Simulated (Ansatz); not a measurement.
**Data sheet: B₂CO (DFT)**

B2CO:
```xyz
8
Lattice="-1.8533 1.8533 3.7354 1.8533 -1.8533 3.7354 1.8533 1.8533 -3.7354" Properties=species:S:1:pos:R:3 pbc="T T T"
C      0.0000     0.0000     0.0000
C      0.0000     1.8533     1.8677
O      0.0000     0.0000     3.7354
O      1.8533     0.0000     1.8677
B      0.8483     0.9266     0.9338
B      1.0050     0.9266     4.6692
B     -0.9266     1.0050     2.8015
B      2.7799     0.8483    -0.9338
```

Space group I-42d (No. 122), chalcopyrite; conventional cell a = b = 3.7065 Å, c = 7.4708 Å, α = β = γ = 90.00°.

Method: plane-wave PAW r²SCAN (Ansatz code). Structure relaxed to zero pressure with the same functional. Other levels are named where they apply.

**Cell and energy**

```yaml
volume_per_atom: 6.41 Å³
density: 3.21 g/cm³
Formation energy from the elements (no fitted shifts): -0.94 eV/atom
```

**Electronic structure**

```yaml
band_gap: 3.47 eV (indirect)
valence_band_maximum: on the Γ–X line, 30 % of the way from Γ
conduction_band_minimum: on the Γ–M line, 85 % of the way from Γ (2 equivalent valleys)
smallest_direct_gap_on_the_standard_path: 4.19 eV
electron_effective_mass: 0.44 mₑ (isotropic)
hole_effective_mass: 0.32, 0.78, 12 mₑ (principal values)
HSE06 gap on the r²SCAN cell: 4.22 eV
```

**Mechanics**

```yaml
Bulk modulus (Birch–Murnaghan fit): 296 GPa
Pressure derivative B′: 3.7
Elastic constants (relaxed ions, GPa): C11 = 590, C12 = 164, C13 = 129, C33 = 640, C44 = 241, C66 = 180
mechanical_stability: stable (all eigenvalues of C positive)
hill_bulk_and_shear_moduli: 296 and 224 GPa
Young's modulus: 537 GPa
Poisson's ratio: 0.20
debye_temperature_from_the_elastic_constants: 1480 K
Piezoelectric stress constants (proper, relaxed ions, C/m²): e14 = e25 = 3.18, e36 = 4.19
```

**Charges**

```yaml
bader_charges: C -2.64, O -1.57, B +2.11 e
```

The start of the workflow was typed in or built on a structure type; neither database checked (COD, Materials Project) lists it. Its standing as an ambient phase is unchecked. Symmetry was held in the r²SCAN relaxation; whether a distortion lowers the energy is not shown. Signs of piezoelectric constants follow the polarity of the cell as given. The references are the lowest solids computed at this level, not always the standard phases (solids in place of the gases).

Potentials: the earlier of the program's two PAW sets. The files were generated under PBE; for other functionals the program regenerates the frozen cores, and for LDA and PBEsol the local potential too.
